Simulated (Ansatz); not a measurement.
**Au (Im-3m), stationary points along a deformation path**

Level of theory: Ansatz 0.2.0, DFT LDA, scalar-relativistic, plane waves, PAW. The runs took a 420 eV cutoff, a Γ-centred 22×22×22 mesh and Gaussian smearing (0.15 eV). Spin–orbit coupling is left out, which can shift energies with elements as heavy as these. No spin polarisation. Energies are free energies at this smearing, counted from the undisturbed cell; pressure is positive in compression.

Zero of the scan (as given, not relaxed at this level; it stands at -13.6 GPa; this bcc form isn't the usual structure):

```yaml
crystal:
  lattice:
    - [-1.65727, 1.65727, 1.65727]
    - [1.65727, -1.65727, 1.65727]
    - [1.65727, 1.65727, -1.65727]
  atoms:
    - { symbol: Au, position: [0.00000, 0.00000, 0.00000] }
```

At fixed volume and fractional coordinates, lengths along (0.577, 0.577, 0.577) are scaled against those across it; ρ is that ratio over its starting value. V = 18.207 Å³/atom. Δσ is the stress along the axis less the mean stress across it (compression positive).

```
    ρ  ΔE (meV/atom)  Δσ (GPa) space group
0.500        11015.7    754.85         R-3m
0.710         1203.2    138.80         R-3m
1.000            0.0      0.00        Im-3m
1.410           90.8     -4.50         R-3m
2.000          194.1      0.00        Pm-3m
```

Q: How does the stress give the slope of the energy, and where is the energy stationary?

A: Along the path d ln(length) is 2/3 d ln ρ on the axis and −1/3 d ln ρ across it, so dE/d ln ρ = −(2/3) V Δσ: the energy falls with ρ where Δσ is positive. Δσ vanishes or changes sign at ρ = 1.000 (Im-3m), a minimum at 0.0 meV/atom; at ρ = 2.000 (Pm-3m, an end of the scan), at 194.1 meV/atom. Pairs of stationary points between two samples would go unseen, and could change a minimum read from distant neighbours into a maximum. At ρ = 1.000, 2.000 the cell is cubic, where symmetry alone makes the stress isotropic and the slope zero.

In a metal these slopes depend on the k mesh and the smearing.